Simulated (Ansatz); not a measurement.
ZnCdS2 in space group P3m1 (No. 156; Zn on 1a, Cd on 1b, S on 1b, S on 1a), plane-wave PAW PBEsol (Ansatz code). The conduction-band minimum lies at Γ, with 1 equivalent valley. Second derivatives d²E/dk² of the lowest band at one valley (eV·Å²), along Cartesian directions:

| direction | d²E/dk² |
|---|---|
| [100] | 52.16 |
| [010] | 52.16 |
| [001] | 55.94 |
| [110] | 52.16 |
| [101] | 54.07 |
| [011] | 54.07 |

**Question.** Find the principal effective masses, the density-of-states mass and the conductivity mass.

**Answer.** Off-diagonal terms follow from H_xy = H[110] − (H_xx + H_yy)/2, and m*/mₑ = 7.620 eV·Å² over each eigenvalue: 0.14, 0.15, 0.15. One valley's DOS mass (m₁m₂m₃)^(1/3) = 0.14, conductivity mass 3/(Σ 1/mᵢ) = 0.14 mₑ.

**Question.** What effective density of states Nc follows at 300 K for parabolic valleys?

**Answer.** Nc = 2.509e19 × 1 × (0.14)^(3/2) ≈ 1.3e18 cm⁻³.

**Question.** With the computed static dielectric constant 9.38 (mean of the diagonal), estimate a hydrogenic donor's binding energy and radius.

**Answer.** E = 13.606 eV × 0.14/9.38² ≈ 22 meV; a = 0.529 Å × ε/m* ≈ 35 Å. Semilocal masses tend to be too small where the gap is.

The first step of the workflow began from a Materials Project structure, measured or hypothetical; the Crystallography Open Database copy checked does not list it. Whether it is the stable phase at ambient conditions was not checked. The cell was relaxed with PBEsol under the symmetry of its start; of distortions, only those at the zone centre were tested. Scalar-relativistic: spin–orbit coupling is off unless named, which matters more the heavier the elements.

Potentials: the later of the program's two PAW sets.
